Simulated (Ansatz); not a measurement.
The calculation used DFT PBE, scalar-relativistic, plane waves, PAW (Ansatz 0.2.0). All cells share a 420 eV cutoff and Γ-centred k meshes spaced about 0.3 Å⁻¹ or finer (0.25 for metals, 2π included). No spin polarisation.

These are static total energies at zero pressure.

Two relaxed structures of In₃GaSb₂N₂:

A.

Space group Pm (No. 6). a = 5.845 Å, b = 3.239 Å, c = 9.578 Å, α = 90.00°, β = 90.98°, γ = 90.00°
```csv
atom,site,symmetry,x,y,z
In,1b,m,0.5077,0.5000,0.8644
In,1b,m,0.9490,0.5000,0.6419
In,1a,m,0.4273,0.0000,0.1994
Ga,1a,m,0.0116,0.0000,0.9645
Sb,1b,m,0.4421,0.5000,0.5608
Sb,1a,m,0.9255,0.0000,0.2538
N,1a,m,0.3492,0.0000,0.9726
N,1b,m,0.8875,0.5000,0.8758
```

B.

Space group Cmm2 (No. 35). a = 6.758 Å, b = 8.676 Å, c = 6.341 Å, α = 90.00°, β = 90.00°, γ = 90.00°
```
atom  site  symmetry       x       y       z
  In    4c       ..2  0.2500  0.2500  0.3852
  In    2b       mm2  0.5000  0.0000  0.0475
  Ga    2a       mm2  0.0000  0.0000  0.0859
  Sb    4e       m.. 0.5000  0.2664  0.7915
   N    4d       .m. 0.7602  0.0000  0.2565
```

**Question.** Which is lower in energy, and by how much?

**Answer.** A is lower, by 120 meV/atom. A has space group Pm (No. 6), 22.7 Å³/atom and no gap on its mesh; B has space group Cmm2 (No. 35), 23.2 Å³/atom and no gap. Counting N or Sb atoms around Ga and In (for each partner element, those within 1.25 times its shortest distance or 1.15 times the sum of covalent radii, where it is the nearest in units of that sum or under 1.3; a slash parts the counts of unlike sites), A has In 3/4, Ga 4 and B has In 4, Ga 4. In A, around In on its first site lie 3 N at 2.14–2.22 Å and 1 Sb at 2.93 Å; Ga is surrounded by 3 N at 1.96–1.97 Å and 1 Sb at 2.83 Å; around Sb on its first site lie 3 In at 2.93–3.05 Å and 2 Sb at 3.24 Å; N on its first site has 1 Ga at 1.97 Å and 3 In at 2.14–2.21 Å; 4 more sites not described. In B, In on a site of symmetry 2 is surrounded by 2 N at 2.32 Å and 2 Sb at 3.08 Å; Ga is surrounded by 2 N at 1.95 Å and 2 Sb at 2.76 Å; around Sb lie 1 Ga at 2.76 Å, 1 In at 2.82 Å, 2 In at 3.08 Å and 2 Sb at 3.39 Å; N has 1 Ga at 1.95 Å and 3 In at 2.20–2.32 Å; 1 more site not described. Both come from trial cells of a structure search, whose lowest cell (P3m1, 21.6 Å³/atom) lies 49 meV/atom below the lower of the two.

No dispersion correction is applied, so the spacing and binding between layers, chains or molecules are poorly described (Pm), and this can change margins and order among such cells. Spin–orbit coupling, which can matter for Sb, is left out. The zero gap of Cmm2 may come from the functional, which often closes small gaps. With atoms moved at random, A came back. B had no clear such test and can be a saddle point. Some candidate types were left out of the draw beforehand, so a known form may be missing.
